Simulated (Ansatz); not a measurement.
Guessed and relaxed cells of TaTi₄

The guess for TaTi₄ was proposed by analogy with related compounds (P6_3/mmc, No. 194). Its size is a guess.

start.cif

```cif
data_structure
_symmetry_space_group_name_H-M 'P6_3/mmc'
_symmetry_Int_Tables_number 194
_cell_length_a 2.9300
_cell_length_b 2.9300
_cell_length_c 23.3000
_cell_angle_alpha 90.000
_cell_angle_beta 90.000
_cell_angle_gamma 120.000
_cell_volume 173.23
loop_
_atom_site_label
_atom_site_type_symbol
_atom_site_symmetry_multiplicity
_atom_site_Wyckoff_symbol
_atom_site_fract_x
_atom_site_fract_y
_atom_site_fract_z
_atom_site_occupancy
Ti1 Ti 4 f 0.33333 0.66667 0.05000 1
Ti2 Ti 4 f 0.66667 0.33333 0.15000 1
Ta1 Ta 2 c 0.33333 0.66667 0.25000 1
```

All numbers below come from DFT PBE, scalar-relativistic, plane waves, PAW in Ansatz 0.2.0. Cutoff 420 eV, Gaussian smearing, Γ-centred meshes. Cell and atoms relax first on a coarse mesh, the cell is then made exact in the group found at 0.06 to 0.08 Å, and last on a converged mesh; the steps can't lower the symmetry of their start. No spin polarisation.

end.cif

```cif
data_structure
_symmetry_space_group_name_H-M 'P6_3/mmc'
_symmetry_Int_Tables_number 194
_cell_length_a 2.9298
_cell_length_b 2.9298
_cell_length_c 23.7408
_cell_angle_alpha 90.000
_cell_angle_beta 90.000
_cell_angle_gamma 120.000
_cell_volume 176.48
loop_
_atom_site_label
_atom_site_type_symbol
_atom_site_symmetry_multiplicity
_atom_site_Wyckoff_symbol
_atom_site_fract_x
_atom_site_fract_y
_atom_site_fract_z
_atom_site_occupancy
Ti1 Ti 4 f 0.33333 0.66667 0.04964 1
Ti2 Ti 4 f 0.66667 0.33333 0.14720 1
Ta1 Ta 2 c 0.33333 0.66667 0.25000 1
```

The symmetry stays P6_3/mmc (No. 194). The volume per atom grows by 1.9 %, from 17.3 to 17.6 Å³. The shortest distance goes from 2.88 Å (Ta–Ti and Ti–Ti) to 2.87 Å (Ti–Ti).

```
Volume per atom                             : 17.65 Å³
Density                                     : 7.01 g/cm³
Formation energy                            : +0.06 eV/atom
Gap on the 12×12×2 mesh of the 10-atom cell : 0 eV (a metal)
```

Energies over the elements count from the elements' standard structures at the same level, with no fitted energy shifts. It can't be a ground state, since the elements alone are lower.

The last run used Gaussian smearing of 0.10 eV. Spin–orbit coupling, which can matter for Ta, is left out. A later test with randomly moved atoms led to a structure 17 meV/atom lower, so this end is a saddle point or a shallow minimum. Another cell of the same search, in Cmcm, lies 17 meV/atom lower, so this cell isn't the stable form at this level.
